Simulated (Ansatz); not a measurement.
AlNi (CsCl type, space group No. 221) at seven volumes, PBE in the plane-wave PAW code Ansatz, scaled uniformly. One row is withheld.

| V (Å³/atom) | P (GPa) |
|---|---|
| 11.019 | 18.43 |
| 11.383 | 11.27 |
| 11.746 | 5.18 |
| 12.109 | 0.00 |
| 12.472 | -4.42 |
| 12.836 | -8.18 |
| 13.199 | ? |

**Question.** Fit the shown pressures and predict the withheld one.

**Answer.** P = (3/2)B₀(x^(7/2) − x^(5/2))[1 + (3/4)(B′ − 4)(x − 1)] with x = (V₀/V)^(2/3). Least squares on the six rows gives V₀ = 12.109 Å³/atom, B₀ = 159 GPa, B′ = 4.32. At V = 13.199, x = 0.9442 and P = -11.38 GPa. The run itself gave -11.37 GPa.

Space group Pm-3m (CsCl type). Symmetry was held in the PBE relaxation. The workflow began spin-polarised and lost its moments.

Potentials: the later of the program's two PAW sets.
